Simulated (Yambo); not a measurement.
Yambo run on a free-standing SnS2 bilayer (symmetry P-3m1, slab cell 27.3 Å high). The wavefunctions are norm-conserving PBE (stringent potentials; Quantum ESPRESSO, 102 Ry, without SOC) ones on a 6×6×1 mesh (34 occupied bands); a = b = 3.6690 Å, c = 27.3000 Å, α = β = 90.00°, γ = 120.00°.

Yambo input:

```
rim_cut
gw0
dyson
el_el_corr
HF_and_locXC
ppa
em1d
rim_w
RandQpts= 1000000
RandGvec= 2 Ry
CUTGeo= "slab z"
EXXRLvcs= 102 Ry
VXCRLvcs= 408 Ry
Chimod= "HARTREE"
% BndsRnXp
 9 | 221 |
%
NGsBlkXp= 6 Ry
% LongDrXp
 1.0 | 1.0 | 0.0 |
%
RandGvecW= 1000 mRy
PPAPntXp= 27.2114 eV
% GbndRnge
 1 | 221 |
%
GTermKind= "none"
DysSolver= "n"
ExtendOut
% QPkrange
 2 | 2 | 34 | 34 |
 4 | 4 | 34 | 35 |
%
```

k points by index: 2 = (0, 0.167), 4 = M.

Resulting energies as the program prints them:

```
#    K-point    Band    Eo [eV]    E [eV]    E-Eo [eV]    Vxc [eV]    Vnlxc [eV]    Sc|Eo [eV]    Sc|E [eV]    dSc/dw|Eo [eV]    Re(Z)    Im(Z)
#
    2    34    0.000000    -0.355833    -0.355833    -13.62621    -16.04319    1.945555    2.061154    -8.835456    0.754881    -0.002479
    4    34    -0.215244    -0.610322    -0.395078    -13.49258    -16.04806    2.031256    2.160402    -8.890498    0.753730    -0.002559
    4    35    1.522433    2.321668    0.799235    -12.54494    -9.109812    -2.408153    -2.635894    -7.752079    0.778273    -0.002361
```
(The two width columns are left out.) Convergence of these settings isn't established.

Geometry relaxed with PBE+D3(BJ).
